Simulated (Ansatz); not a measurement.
## Is this LiSn2 structure stable?

It was reached by relaxing an invented guess, and it needn't be the stable form of this composition.

Method: DFT PBE, scalar-relativistic, plane waves, PAW (Ansatz 0.2.0). Plane waves to 420 eV, a 10×10×14 mesh through Γ for the 3-atom cell and 0.10 eV Gaussian smearing; no spin polarisation.

```cif
data_structure
_symmetry_space_group_name_H-M 'Cmmm'
_symmetry_Int_Tables_number 65
_cell_length_a 5.6961
_cell_length_b 8.2205
_cell_length_c 3.1785
_cell_angle_alpha 90.000
_cell_angle_beta 90.000
_cell_angle_gamma 90.000
_cell_volume 148.83
loop_
_atom_site_label
_atom_site_type_symbol
_atom_site_symmetry_multiplicity
_atom_site_Wyckoff_symbol
_atom_site_fract_x
_atom_site_fract_y
_atom_site_fract_z
_atom_site_occupancy
Li1 Li 2 b 0.50000 0.00000 0.00000 1
Sn1 Sn 4 j 0.50000 0.67967 0.50000 1
```

Formation energies are uncorrected and refer to the elements' standard structures at the same level. The references include grey tin.

Q: These tests were run: energy against the elements; phonons on a 2×2×2 q mesh. What do they show?

A:

```json
{"test": "energy against the elements", "result": "−0.16 eV/atom"}
{"test": "phonons on a 2×2×2 q mesh", "result": "imaginary modes down to 69i cm⁻¹"}
```

It fails one test: phonons on a 2×2×2 q mesh. So it isn't even a local minimum.

The run for the phonons used a 10×10×14 k mesh and Fermi–Dirac smearing of 0.15 eV.
